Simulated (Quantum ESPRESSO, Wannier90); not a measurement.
## Wannier functions of TiO₂ (rutile)

Materials Project entry mp-2657; symmetrised, unrelaxed at this level. COD (Crystallography Open Database) has the formula in 6 space groups, this one among them (matched by group alone). Computed values, not measurements, from PBE: Quantum ESPRESSO (norm-conserving PseudoDojo potentials, cutoff 68 Ry, no spin polarisation, no spin-orbit coupling) on a Γ-centred 6×6×8 mesh, then Wannier90. Density: 8×8×10 mesh, cold smearing 0.01 Ry.

On the energy scale of pw.x, whose zero is arbitrary, the valence-band maximum lies at 9.11 eV.

Input w.win:

```
num_bands = 38
num_wann = 24
exclude_bands = 1-12
num_iter = 400
conv_tol = 1.0e-6
conv_window = 4
dis_num_iter = 600
dis_conv_tol = 1.0e-6
dis_froz_max = 12.50
dis_froz_proj = true
dis_proj_min = 0.01
dis_proj_max = 0.95
write_hr = true
write_u_matrices = true
auto_projections = true
begin unit_cell_cart
ang
    4.5998400000    0.0000000000    0.0000000000
    0.0000000000    4.5998400000    0.0000000000
    0.0000000000    0.0000000000    2.9592100000
end unit_cell_cart
begin atoms_frac
Ti   0.5000000000  0.5000000000  0.0000000000
Ti   0.0000000000  0.0000000000  0.5000000000
O   -0.3043200000 -0.3043200000  0.5000000000
O    0.3043200000  0.3043200000  0.5000000000
O   -0.1956800000  0.1956800000  0.0000000000
O    0.1956800000 -0.1956800000  0.0000000000
end atoms_frac
mp_grid = 6 6 8
begin kpoints
0.0000000000 0.0000000000 0.0000000000
0.0000000000 0.0000000000 0.1250000000
0.0000000000 0.0000000000 0.2500000000
... (285 more lines: the 6x6x8 mesh through Gamma)
end kpoints
```

Input of pw2wannier90.x that gives the overlap and projection files (equivalent; here they were cut from one run over all bands):

```
&inputpp
  outdir = './out'
  prefix = 'pwscf'
  seedname = 'w'
  write_amn = .true.
  write_mmn = .true.
  atom_proj = .true.
  atom_proj_exclude = 1 2 3 4 11 12 13 14 21 25 29 33
/
```

Output w.wout (banner and timings cut):

```
                                    ------
                                    SYSTEM
                                    ------

                              Lattice Vectors (Ang)
                    a_1     4.599840   0.000000   0.000000
                    a_2     0.000000   4.599840   0.000000
                    a_3     0.000000   0.000000   2.959210

                   Unit Cell Volume:      62.61253  (Ang^3)

                        Reciprocal-Space Vectors (Ang^-1)
                    b_1     1.365957   0.000000   0.000000
                    b_2     0.000000   1.365957   0.000000
                    b_3     0.000000   0.000000   2.123264

 *----------------------------------------------------------------------------*
 |   Site       Fractional Coordinate          Cartesian Coordinate (Ang)     |
 +----------------------------------------------------------------------------+
 | ti   1   0.50000   0.50000   0.00000   |    2.29992   2.29992   0.00000    |
 | ti   2   0.00000   0.00000   0.50000   |    0.00000   0.00000   1.47961    |
 | o    1  -0.30432  -0.30432   0.50000   |   -1.39982  -1.39982   1.47961    |
 | o    2   0.30432   0.30432   0.50000   |    1.39982   1.39982   1.47961    |
 | o    3  -0.19568   0.19568   0.00000   |   -0.90010   0.90010   0.00000    |
 | o    4   0.19568  -0.19568   0.00000   |    0.90010  -0.90010   0.00000    |
 *----------------------------------------------------------------------------*
                                ------------
                                K-POINT GRID
                                ------------

             Grid size =  6 x  6 x  8      Total points =  288

 *---------------------------------- MAIN ------------------------------------*
 |  Number of Wannier Functions               :                24             |
 |  Number of Objective Wannier Functions     :                24             |
 |  Number of input Bloch states              :                38             |
 |  Output verbosity (1=low, 5=high)          :                 1             |
 |  Timing Level (1=low, 5=high)              :                 1             |
 |  Optimisation (0=memory, 3=speed)          :                 3             |
 |  Length Unit                               :               Ang             |
 |  Post-processing setup (write *.nnkp)      :                 F             |
 |  Using Gamma-only branch of algorithms     :                 F             |
 *----------------------------------------------------------------------------*
 *------------------------------- WANNIERISE ---------------------------------*
 |  Total number of iterations                :               400             |
 |  Number of CG steps before reset           :                 5             |
 |  Trial step length for line search         :             2.000             |
 |  Convergence tolerence                     :         0.100E-05             |
 |  Convergence window                        :                 4             |
 |  Iterations between writing output         :                 1             |
 |  Iterations between backing up to disk     :               100             |
 |  Write r^2_nm to file                      :                 F             |
 |  Write xyz WF centres to file              :                 F             |
 |  Write on-site energies <0n|H|0n> to file  :                 F             |
 |  Use guiding centre to control phases      :                 F             |
 |  Use phases for initial projections        :                 F             |
 *----------------------------------------------------------------------------*
 *------------------------------- DISENTANGLE --------------------------------*
 |  Using band disentanglement                :                 T             |
 |  Total number of iterations                :               600             |
 |  Mixing ratio                              :             0.500             |
 |  Convergence tolerence                     :         1.000E-06             |
 |  Convergence window                        :                 3             |
 *----------------------------------------------------------------------------*
 *-------------------------------- PLOTTING ----------------------------------*
 |  Plotting Hamiltonian in WF basis          :                 T             |
 *----------------------------------------------------------------------------*

 *---------------------------------- K-MESH ----------------------------------*
 +----------------------------------------------------------------------------+
 |                    Distance to Nearest-Neighbour Shells                    |
 |                    ------------------------------------                    |
 |          Shell             Distance (Ang^-1)          Multiplicity         |
 |          -----             -----------------          ------------         |
 |             1                   0.227660                      4            |
 |             2                   0.265408                      2            |
 |             3                   0.321959                      4            |
 |             4                   0.349672                      8            |
 |             5                   0.417252                      8            |
 |             6                   0.455319                      4            |
 |             7                   0.509062                      8            |
 |             8                   0.527027                      8            |
       ... (lines left out)
 +----------------------------------------------------------------------------+
 | The b-vectors are chosen automatically                                     |
 | The following shells are used:                       1,  2                 |
 +----------------------------------------------------------------------------+
 |                        Shell   # Nearest-Neighbours                        |
 |                        -----   --------------------                        |
 |                          1               4                                 |
 |                          2               2                                 |
 +----------------------------------------------------------------------------+
 | Completeness relation is fully satisfied [Eq. (B1), PRB 56, 12847 (1997)]  |
 +----------------------------------------------------------------------------+
 |                  b_k Vectors (Ang^-1) and Weights (Ang^2)                  |
 |                  ----------------------------------------                  |
 |            No.         b_k(x)      b_k(y)      b_k(z)        w_b           |
 |            ---        --------------------------------     --------        |
 |             1         0.000000    0.227660    0.000000     9.647132        |
 |             2         0.227660    0.000000    0.000000     9.647132        |
 |             3         0.000000   -0.227660    0.000000     9.647132        |
 |             4        -0.227660    0.000000    0.000000     9.647132        |
 |             5         0.000000    0.000000    0.265408     7.098095        |
 |             6         0.000000    0.000000   -0.265408     7.098095        |
 +----------------------------------------------------------------------------+
 |                           b_k Directions (Ang^-1)                          |
 |                           -----------------------                          |
 |            No.           x           y           z                         |
 |            ---        --------------------------------                     |
 |             1         0.000000    0.227660    0.000000                     |
 |             2         0.227660    0.000000    0.000000                     |
 |             3         0.000000    0.000000    0.265408                     |
 +----------------------------------------------------------------------------+

 Starting a new Wannier90 calculation ...

 Reading overlaps from w.mmn

 Reading projections from w.amn

 *------------------------------- DISENTANGLE --------------------------------*
 +----------------------------------------------------------------------------+
 |                              Energy  Windows                               |
 |                              ---------------                               |
 |                   Outer:    3.35128  to   35.06437  (eV)                   |
 |                   Inner:    3.35128  to   12.50000  (eV)                   |
 |----------------------------------------------------------------------------|
 |                          Projectability  Windows                           |
 |                          -----------------------                           |
 |               Discarded:    0.00000  to    0.01000                         |
 |            Disentangled:    0.01000  to    1.00000                         |
 |                  Frozen:    0.95000  to    1.00000                         |
 +----------------------------------------------------------------------------+
   Number of target bands to extract:   24

                   Unitarised projection of Wannier functions
                   ------------------------------------------
   A_mn = <psi_m|g_n> --> S = A.A^+ --> U = S^-1/2.A
   In dis_project... done
   Using an inner window (linner = T)
   In dis_proj_froz... done

                   Extraction of optimally-connected subspace
                   ------------------------------------------
 +---------------------------------------------------------------------+<-- DIS
 |  Iter     Omega_I(i-1)      Omega_I(i)      Delta (frac.)           |<-- DIS
 +---------------------------------------------------------------------+<-- DIS
       1      22.11738939      21.48530156       2.942E-02    <-- DIS
       2      21.66750922      21.25274674       1.952E-02    <-- DIS
       3      21.42578965      21.07935565       1.643E-02    <-- DIS
       4      21.22410680      20.94029355       1.355E-02    <-- DIS
       5      21.05900810      20.82630223       1.117E-02    <-- DIS
       6      20.92361992      20.73146059       9.269E-03    <-- DIS
       ... (lines left out)
     101      20.06522882      20.06518632       2.118E-06    <-- DIS
       ... (lines left out)
     113      20.06508539      20.06506557       9.880E-07    <-- DIS
     114      20.06507828      20.06505963       9.291E-07    <-- DIS
     115      20.06507167      20.06505413       8.740E-07    <-- DIS

             <<<      Delta < 1.000E-06  over  3 iterations     >>>
             <<< Disentanglement convergence criteria satisfied >>>

        Final Omega_I    20.06505413 (Ang^2)

 +----------------------------------------------------------------------------+

 Writing checkpoint file w.chk... done

 *------------------------------- WANNIERISE ---------------------------------*
 +--------------------------------------------------------------------+<-- CONV
 | Iter  Delta Spread     RMS Gradient      Spread (Ang^2)            |<-- CONV
 +--------------------------------------------------------------------+<-- CONV

 ------------------------------------------------------------------------------
 Initial State
  WF centre and spread    1  (  2.299920,  2.299920,  0.000000 )     0.76141081
  WF centre and spread    2  (  2.299920,  2.299920, -0.000000 )     0.72706487
  WF centre and spread    3  (  2.299920,  2.299920, -0.000000 )     0.72706487
  WF centre and spread    4  (  2.299920,  2.299920, -0.000000 )     0.73758044
  WF centre and spread    5  (  2.299920,  2.299920, -0.000000 )     0.74191855
  WF centre and spread    6  (  2.299920,  2.299920, -0.000000 )     3.14057168
  WF centre and spread    7  (  0.000000, -0.000000,  1.479605 )     0.76140924
  WF centre and spread    8  (  0.000000,  0.000000,  1.479605 )     0.72706444
  WF centre and spread    9  (  0.000000, -0.000000,  1.479605 )     0.72706444
  WF centre and spread   10  ( -0.000000,  0.000000,  1.479605 )     0.73758102
  WF centre and spread   11  ( -0.000000, -0.000000,  1.479605 )     0.74191737
  WF centre and spread   12  ( -0.000000,  0.000000,  1.479605 )     3.14059689
  WF centre and spread   13  ( -1.403028, -1.403028,  1.479605 )     0.68204299
  WF centre and spread   14  ( -1.389094, -1.402595,  1.479605 )     0.69410797
  WF centre and spread   15  ( -1.402595, -1.389094,  1.479605 )     0.69410797
  WF centre and spread   16  (  1.403028,  1.403028,  1.479605 )     0.68204299
  WF centre and spread   17  (  1.389094,  1.402595,  1.479605 )     0.69410797
  WF centre and spread   18  (  1.402595,  1.389094,  1.479605 )     0.69410797
  WF centre and spread   19  ( -0.896892,  0.896892, -0.000000 )     0.68204296
  WF centre and spread   20  ( -0.910818,  0.897325,  0.000000 )     0.69411265
  WF centre and spread   21  ( -0.897325,  0.910818,  0.000000 )     0.69411265
  WF centre and spread   22  (  0.896892, -0.896892,  0.000000 )     0.68204296
  WF centre and spread   23  (  0.910818, -0.897325, -0.000000 )     0.69411265
  WF centre and spread   24  (  0.897325, -0.910818, -0.000000 )     0.69411265
  Sum of centres and spreads ( 13.799520, 13.799520, 17.755260 )    21.95229899

      0     0.220E+02     0.0000000000       21.9522989466  <-- CONV
        O_D=      0.0008161 O_OD=      1.8864287 O_TOT=     21.9522989 <-- SPRD
 ------------------------------------------------------------------------------
      1    -0.734E+00     0.4918259849       21.2185917193  <-- CONV
        O_D=      0.0007590 O_OD=      1.1527786 O_TOT=     21.2185917 <-- SPRD
      2    -0.242E+00     0.4428378486       20.9766269766  <-- CONV
        O_D=      0.0007118 O_OD=      0.9108611 O_TOT=     20.9766270 <-- SPRD
      3    -0.128E+00     0.3543355725       20.8481609678  <-- CONV
        O_D=      0.0006240 O_OD=      0.7824828 O_TOT=     20.8481610 <-- SPRD
      4    -0.640E-01     0.2559483645       20.7841628606  <-- CONV
        O_D=      0.0005751 O_OD=      0.7185337 O_TOT=     20.7841629 <-- SPRD
      5    -0.363E-01     0.1794435907       20.7478181281  <-- CONV
        O_D=      0.0005502 O_OD=      0.6822137 O_TOT=     20.7478181 <-- SPRD
       ... (lines left out)
     37    -0.610E-06     0.0010096100       20.6534857266  <-- CONV
        O_D=      0.0005494 O_OD=      0.5878822 O_TOT=     20.6534857 <-- SPRD
     38    -0.568E-06     0.0006111807       20.6534851583  <-- CONV
        O_D=      0.0005495 O_OD=      0.5878815 O_TOT=     20.6534852 <-- SPRD
     39    -0.590E-06     0.0006671171       20.6534845683  <-- CONV
        O_D=      0.0005496 O_OD=      0.5878809 O_TOT=     20.6534846 <-- SPRD
             <<<     Delta < 1.000E-06  over  4 iterations     >>>
             <<< Wannierisation convergence criteria satisfied >>>
 Final State
  WF centre and spread    1  (  2.299920,  2.299920, -0.000000 )     0.72045813
  WF centre and spread    2  (  2.299920,  2.299920, -0.000000 )     0.67925884
  WF centre and spread    3  (  2.299920,  2.299920, -0.000000 )     0.67925885
  WF centre and spread    4  (  2.299920,  2.299920, -0.000000 )     0.72607630
  WF centre and spread    5  (  2.299920,  2.299920,  0.000000 )     0.64978538
  WF centre and spread    6  (  2.299920,  2.299920, -0.000000 )     2.96859332
  WF centre and spread    7  (  0.000000, -0.000000,  1.479605 )     0.72045582
  WF centre and spread    8  (  0.000000,  0.000000,  1.479605 )     0.67925848
  WF centre and spread    9  (  0.000000, -0.000000,  1.479605 )     0.67925848
  WF centre and spread   10  ( -0.000000,  0.000000,  1.479605 )     0.72607676
  WF centre and spread   11  ( -0.000000, -0.000000,  1.479605 )     0.64978446
  WF centre and spread   12  ( -0.000000,  0.000000,  1.479605 )     2.96861709
  WF centre and spread   13  ( -1.399796, -1.399796,  1.479605 )     0.64153239
  WF centre and spread   14  ( -1.387845, -1.403876,  1.479605 )     0.65505701
  WF centre and spread   15  ( -1.403876, -1.387845,  1.479605 )     0.65505701
  WF centre and spread   16  (  1.399796,  1.399796,  1.479605 )     0.64153239
  WF centre and spread   17  (  1.387845,  1.403876,  1.479605 )     0.65505701
  WF centre and spread   18  (  1.403876,  1.387845,  1.479605 )     0.65505701
  WF centre and spread   19  ( -0.900124,  0.900124, -0.000000 )     0.64153220
  WF centre and spread   20  ( -0.912066,  0.896044,  0.000000 )     0.65506137
  WF centre and spread   21  ( -0.896044,  0.912066,  0.000000 )     0.65506137
  WF centre and spread   22  (  0.900124, -0.900124,  0.000000 )     0.64153220
  WF centre and spread   23  (  0.912066, -0.896044, -0.000000 )     0.65506137
  WF centre and spread   24  (  0.896044, -0.912066, -0.000000 )     0.65506137
  Sum of centres and spreads ( 13.799520, 13.799520, 17.755260 )    20.65348461

         Spreads (Ang^2)       Omega I      =    20.065054135
        ================       Omega D      =     0.000549571
                               Omega OD     =     0.587880862
    Final Spread (Ang^2)       Omega Total  =    20.653484568
```
